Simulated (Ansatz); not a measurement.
# Calculated 209Bi NMR of the central transition for Bi2Te2Pb4S5

Cell: a COD entry (perhaps calculated rather than measured), taken as it stands.

```cif
data_Bi2Te2Pb4S5
_symmetry_space_group_name_H-M 'R-3m:H'
_symmetry_Int_Tables_number 166
_cell_length_a 4.2448
_cell_length_b 4.2448
_cell_length_c 71.4594
_cell_angle_alpha 90.000
_cell_angle_beta 90.000
_cell_angle_gamma 120.000
loop_
_atom_site_label
_atom_site_type_symbol
_atom_site_symmetry_multiplicity
_atom_site_Wyckoff_symbol
_atom_site_fract_x
_atom_site_fract_y
_atom_site_fract_z
Bi Bi 6 c 0.0000 0.0000 0.5463
Te Te 6 c 0.0000 0.0000 0.8546
Pb5 Pb 6 c 0.0000 0.0000 0.9281
Pb7 Pb 6 c 0.0000 0.0000 0.3094
S9 S 6 c 0.0000 0.0000 0.2377
S11 S 6 c 0.0000 0.0000 0.6188
S13 S 3 a 0.0000 0.0000 0.0000
```

One atom of each set is listed; the run and its k-mesh use a cell of 13 atoms with edges of 23.95, 23.95, 23.95 Å.

Level of theory: DFT, PBE, plane waves and PAW, scalar-relativistic, 420 eV cutoff, Γ-centred 8×8×8 k-points, Fermi–Dirac smearing 0.02 eV (Ansatz 0.2.0).

209Bi has I = 9/2 and Q = -516.0 mb (Pyykkö 2018); at 16.4 T its Larmor frequency is ν₀ = 114.2 MHz (from the bare nuclear moment; shielding lowers the observed one by a per cent or two). Only the quadrupole interaction is simulated: positions count from each site's isotropic chemical shift, and J coupling is left out, as are shift anisotropy and dipolar coupling, which fast spinning averages.

Task: Simulate the second-order pattern (fast magic-angle spinning, Gaussian broadening 0.02 kHz) of site Bi (3 S at 3.02 Å, 3 Te at 3.04 Å).

Result: The calculation gives C_Q = 6.53 MHz and η = 0.00, so ν_Q = 0.272 MHz and the centre of gravity lies at -4.54 ppm (-0.518 kHz).

| offset (kHz) | height |
| --- | --- |
| -1.350 | 0 |
| -1.319 | 0 |
| -1.287 | 3 |
| -1.255 | 4 |
| -1.224 | 4 |
| -1.192 | 4 |
| -1.160 | 4 |
| -1.128 | 5 |
| -1.097 | 5 |
| -1.065 | 5 |
| -1.033 | 5 |
| -1.002 | 5 |
| -0.970 | 5 |
| -0.938 | 5 |
| -0.906 | 5 |
| -0.875 | 6 |
| -0.843 | 6 |
| -0.811 | 72 |
| -0.779 | 67 |
| -0.748 | 46 |
| -0.716 | 40 |
| -0.684 | 35 |
| -0.653 | 34 |
| -0.621 | 32 |
| -0.589 | 32 |
| -0.557 | 31 |
| -0.526 | 31 |
| -0.494 | 31 |
| -0.462 | 32 |
| -0.431 | 33 |
| -0.399 | 34 |
| -0.367 | 35 |
| -0.335 | 38 |
| -0.304 | 42 |
| -0.272 | 48 |
| -0.240 | 59 |
| -0.209 | 100 |
| -0.177 | 66 |
| -0.145 | 0 |
| -0.113 | 0 |

An axis of threefold or higher order runs through Bi, so V_zz lies along it and η is zero.

Spin–orbit coupling is left out, which shifts gradients on Bi by a few per cent in wide-gap crystals, and can shift them far more where the calculated gap is small or absent, as here. Newer work puts Q(²⁰⁹Bi) near −420 mb, which would lower these couplings by about a fifth. With a gap of 0.4 eV on this mesh, small gradients can still move by 0.1 × 10²¹ V/m² or more as the k-mesh gets denser.

The run took 5 min of wall time (5 min of CPU time) and 1.6 GiB at its peak, on 1 thread of Arm Neoverse N1 (aarch64; 8 cores open to the job, memory cap 3.0 GiB, no GPU), a shared host with a load of 0.6 a core.
